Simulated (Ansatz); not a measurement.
Data:

Br:
```yaml
crystal:
  lattice:
    - [3.55468, -2.12241, 0.00000]
    - [3.55468, 2.12241, 0.00000]
    - [0.00000, 0.00000, 8.76047]
  atoms:
    - { symbol: Br, position: [0.64026, 0.35974, 0.38414] }
    - { symbol: Br, position: [0.85974, 0.14026, 0.88414] }
    - { symbol: Br, position: [0.14026, 0.85974, 0.11586] }
    - { symbol: Br, position: [0.35974, 0.64026, 0.61586] }
```

This is the r²SCAN-relaxed structure. x, y and z are the axes in which the lattice vectors are written.

Task: All from DFT-r²SCAN in the program Ansatz with PAW potentials, unless another level is named. Estimate the band gap.

Result: 1.66 eV (smallest direct gap 1.67 eV).

Task: And the valence-band maximum?

Result: at Γ.

Task: Give the conduction-band minimum.

Result: on the Δ0–Γ line, 88 % of the way from Δ0 (k = -0.042, 0.042, 0.000) (2 equivalent valleys).

Space group Cmce (molecular I2 type). Symmetry was held in the r²SCAN relaxation. The substance is a gas or liquid at ambient conditions; this is its low-temperature solid. A crystal of weakly bound units computed without a dispersion correction: the cell and the soft elastic constants depend strongly on that. Scalar-relativistic: spin–orbit coupling is off unless named, which matters more the heavier the elements.

Potentials: the earlier of the program's two PAW sets.
